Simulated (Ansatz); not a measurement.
What a trial cell of InH₃ relaxes into

Method: DFT PBE, scalar-relativistic, plane waves, PAW in Ansatz. Cutoff 420 eV, Gaussian smearing, Γ-centred meshes. Cell and atoms relax first on a coarse mesh and then on a finer one. In between, the cell is made exact in the group found at 0.06 Å. In metals the finer mesh still leaves noise of several meV/atom or more. The steps can't lower the symmetry of their start. No spin polarisation.

A trial structure of InH₃ was built thus: random cell by space group and Wyckoff sites (P6/mmm, No. 191). Its size is a rough estimate.

```cif
data_structure
_symmetry_space_group_name_H-M 'P6/mmm'
_symmetry_Int_Tables_number 191
_cell_length_a 3.5144
_cell_length_b 3.5144
_cell_length_c 5.4296
_cell_angle_alpha 90.000
_cell_angle_beta 90.000
_cell_angle_gamma 120.000
_cell_volume 58.08
loop_
_atom_site_label
_atom_site_type_symbol
_atom_site_symmetry_multiplicity
_atom_site_Wyckoff_symbol
_atom_site_fract_x
_atom_site_fract_y
_atom_site_fract_z
_atom_site_occupancy
In1 In 1 a 0.00000 0.00000 0.00000 1
H1 H 3 g 0.50000 0.00000 0.50000 1
```

The zero of energy is the elements' standard structures at the same level (H₂ as a molecule); no fitted shifts are applied.

Question: Which structure results?

Answer: The symmetry stays P6/mmm (No. 191). The volume per atom shrinks by 33.7 %, from 14.5 to 9.6 Å³. The shortest distance goes from 1.76 Å (H–H) to 1.49 Å (H–H). The energy falls by about 0.25 eV/atom (the start's value is from the coarse mesh). Conventional cell: a = 2.982 Å, c = 4.999 Å. In is surrounded by 12 H at 2.91 Å and 6 In at 2.98 Å; H has 4 H at 1.49 Å, 4 H at 2.58 Å and 4 In at 2.91 Å (long contacts).

```
CELL_PARAMETERS angstrom
2.98247 0.00000 0.00000
-1.49124 2.58290 0.00000
0.00000 0.00000 4.99873
ATOMIC_POSITIONS crystal
In 0.00000 0.00000 0.00000
H 0.50000 0.00000 0.50000
H 0.00000 0.50000 0.50000
H 0.50000 0.50000 0.50000
```

Question: Give its energy and gap.

Answer:

* Formation energy: +0.79 eV/atom
* Gap on the 18×18×10 mesh of the 4-atom cell: 0 eV (a metal)

It can't be a ground state, since the elements alone are lower.

The last run used Gaussian smearing of 0.10 eV. Weakly bound directions are ill-defined at this level, which has no dispersion term. With hydrogen, zero-point motion can shift formation energies by some tens of meV/atom. A structure relaxed within its symmetry needn't be a true minimum. In all, the 3 runs took 2.5 min on 1 thread of Arm Neoverse N1, on a shared host.
